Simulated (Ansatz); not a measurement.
This run works on a generated trial structure, not on a known crystal.

Input and command of a plane-wave DFT calculation in Ansatz:

```yaml
crystal:
  lattice:
    - [4.3055987029, 0.0, 0.0]
    - [0.0, 4.3055987029, 0.0]
    - [0.0, 0.0, 4.2468110183]
  atoms:
    - { symbol: Ta, position: [0.5, 0.5, 0.5] }
    - { symbol: Nb, position: [0.5, 0.0, 0.0] }
    - { symbol: Nb, position: [0.0, 0.5, 0.0] }
    - { symbol: "N", position: [0.5, 0.0, 0.5] }
    - { symbol: "N", position: [0.0, 0.5, 0.5] }
    - { symbol: "N", position: [0.5, 0.5, 0.0] }
basis:
  ecutwfc: 420
kpoints:
  mp_grid: { grid: [10, 10, 10] }
hamiltonian:
  xc: pbe
scf:
  occupations: { method: gaussian, width: 0.1 }
output:
  forces: true
  stress: true
  eigenvalues: true
relax:
  adjacent_minimum: "off"
  f_tol: 0.01
  max_steps: 80
  cell: { stress_tol: 0.05 }
```

```bash
ansatz run input.yaml --threads 1 --pin off --max-ram 2560MiB --backend cpu --events-out ev --progress --plain --runs-dir out
```

Processor: AMD EPYC (Zen 3), 1 thread, on a host shared with other jobs.

Q: Estimate time, memory and problem size.

A: About 2.7 min, peak memory 0.56 GiB. It solves 33 bands at 126 k points (after reduction by symmetry) with about 1527 plane waves (on the last cell), in 24 SCF iterations over 4 ionic steps.
